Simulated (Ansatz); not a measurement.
# Settings and field gradients in LiBH₄

Cell: an entry of the Crystallography Open Database (COD).

Space group Ama2 (No. 40); a = 6.4494, b = 5.3070, c = 5.2919 Å.

| site | Wyckoff | site symmetry | x | y | z |
| --- | --- | --- | --- | --- | --- |
| Li | 4a | ..2 | 0.0000 | 0.0000 | 0.0000 |
| B | 4b | m.. | 0.2500 | 0.2345 | 0.2505 |
| H5 | 4b | m.. | 0.2500 | 0.2794 | 0.4755 |
| H7 | 8c | 1 | 0.0962 | 0.8248 | 0.6474 |
| H11 | 4b | m.. | 0.2500 | 0.0055 | 0.2454 |

One atom of each set is listed; the run and its k-mesh use a cell of 12 atoms with edges of 6.45, 3.75, 3.75 Å.

Reference run. Computed with Ansatz: DFT, PBE, plane waves and PAW, scalar-relativistic, 420 eV cutoff, Γ-centred 5×7×7 k-points, Fermi–Dirac smearing 0.02 eV.

It gives V_zz (10²¹ V/m²) H5 1.77 (η 0.12), B 0.24 (η 0.75), among others. Each of these runs changes the input as listed (caps on SCF iterations aside):

A. basis.ecutwfc: not typed → 50 eV
B. scf.mixing.algorithm: not typed → broyden; scf.mixing.beta: not typed → 0.5; scf.mixing.ndim: not typed → 4
C. basis.ecutwfc: not typed → 18.4 Ry; kpoints.mp_grid.shift: not typed → [0.5, 0.5, 0.5]

Task: Which of these changes matter for the gradients?

Result: 

| run | H5 V_zz (η) | B V_zz (η) | largest change of a gradient tensor, all atoms | note |
| --- | --- | --- | --- | --- |
| A | 3.27 (0.18) | -0.66 (0.66) | 1.60 | converged; cutoff below the recommended one; on B the largest value lies along another axis |
| B | 1.77 (0.12) | 0.24 (0.75) | 0.00 | converged |
| C | 1.79 (0.13) | 0.21 (0.76) | 0.03 | converged; cutoff below the recommended one |

Run A moves them most, on H11 (V_zz from 1.77 to 3.37). Run A holds a cutoff far too low, so its numbers aren't properties of the crystal.

Run C changes basis.ecutwfc, kpoints.mp_grid.shift together, so the table can't tell their shares apart.

On the reference run: The lattice is static: at room temperature BH₄ may turn and average the couplings of its hydrogen.
